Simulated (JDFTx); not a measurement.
TiAl3(101) slab cut from bulk TiAl3 (space group I4/mmm, indices of the conventional cell, lattice of the Materials Project entry mp-542915, not re-optimised): 9 atoms in 9 planes, a 1x1 cell of 17.92 Å² (|a| = 3.822, |b| = 5.062 Å), 7.0 Å between the outermost planes, Ti outermost, slab composition Ti3Al6, cell height 23.0 Å, 6×6×1 k mesh, Fermi smearing 0.01 Ha, no spin polarisation. Whether this polymorph is the ambient one wasn't checked. Neither spin polarisation nor a larger cell was tried.

Method: PBE, GBRV ultrasoft potentials, plane waves to 20/100 Ha, in JDFTx (a modified build). Vacuum. The outer atoms relax from bulk positions, keeping the cell's symmetry; the lattice is not PBE's own optimum in this code, and that strain can shift the moves by a few hundredths of an ångström. Input:

```
lattice \
  7.2229300908 -3.6114650454 0.0000000000 \
  0.0000000000 8.8588574931 0.0000000000 \
  0.0000000000 0.0000000000 43.4637008664
coords-type Lattice
ion Al 0.9254391380 0.8508782750 -0.1138101180 1
ion Al 0.2169872610 0.4339745210 -0.0758734120 0
ion Al 0.5085353840 0.0170707680 -0.0379367060 0
ion Al 0.0916316300 0.1832632600 0.0379367060 0
ion Al 0.3831797530 0.7663595060 0.0758734120 0
ion Al 0.6747278760 0.3494557520 0.1138101180 1
ion Ti 0.6338910150 0.2677820290 -0.1517468240 1
ion Ti 0.8000835070 0.6001670140 0.0000000000 0
ion Ti 0.9662759990 0.9325519980 0.1517468240 1
ion-species pseudo/al_pbe_v1.upf
ion-species pseudo/ti_pbe_v1.4.upf
elec-cutoff 20 100
elec-ex-corr gga-PBE
coulomb-interaction Slab 001
coulomb-truncation-embed 0 0 0
kpoint-folding 6 6 1
elec-smearing Fermi 0.01
lcao-params 10
elec-n-bands 41
electronic-scf nIterations 100 energyDiffThreshold 1e-07
ionic-minimize nIterations 10 energyDiffThreshold 1e-5 knormThreshold 4e-4
dump-name vac.$VAR
dump End State Ecomponents EigStats BandEigs Forces ElecDensity IonicPositions Fillings Kpoints Dtot
```

Task: How far do the free atoms of the upper face move along the normal, and how much energy is released?

Result: Ti (atom 9) -0.09 Å, Al (atom 6) 0.09 Å (positive: outward). The free energy falls by 0.121 eV per cell, 54 mJ/m².
